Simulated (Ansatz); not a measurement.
Ru: field gradients against cell size

Reference cell: a COD entry, whose atoms a relaxation with PBE at fixed cell left in place.

```
Ru
1.0
     2.70580    0.00000    0.00000
    -1.35290    2.34329    0.00000
     0.00000    0.00000    4.28190
Ru
2
Direct
  0.33333 0.66667 0.25000
  0.66667 0.33333 0.75000
```

Atoms are numbered from 1 in the order listed; like atoms form one site, named after its first atom.

Level of theory: DFT, PBE, plane waves and PAW, scalar-relativistic, 420 eV cutoff, Γ-centred 20×20×11 k-points, Fermi–Dirac smearing 0.05 eV (Ansatz 0.2.0).

The cell is scaled uniformly, and the ions relax again at each size.

Task: How do the gradients (10²¹ V/m²) respond?

Result: 

| V/V₀ | Ru V_zz (η) |
| --- | --- |
| 0.94 | -1.34 (0.00) |
| 0.96 | -1.29 (0.00) |
| 0.98 | -1.24 (0.00) |
| 1.00 | -1.19 (0.00) |
| 1.02 | -1.14 (0.00) |
| 1.04 | -1.10 (0.00) |
| 1.06 | -1.05 (0.00) |

Logarithmic slopes d ln|V_zz|/d ln V over the series: Ru -2.0. Point charges on a uniformly scaled lattice would give −1; charge that moves in the bonds makes the difference.

At this cell the principal stresses reach 5 GPa in size with PBE, which can matter for small gradients. The run finds no gap above 0.1 eV (a metal, or nearly one), so the gradients can move by 10 % or more with the k-mesh. Without spin–orbit coupling (the program notes it for Ru) the gradients can shift somewhat, as the gap is small. With these PAW files V_zz is typically within 2 to 3 % of all-electron values, but misses above 10 % occur on Ru.
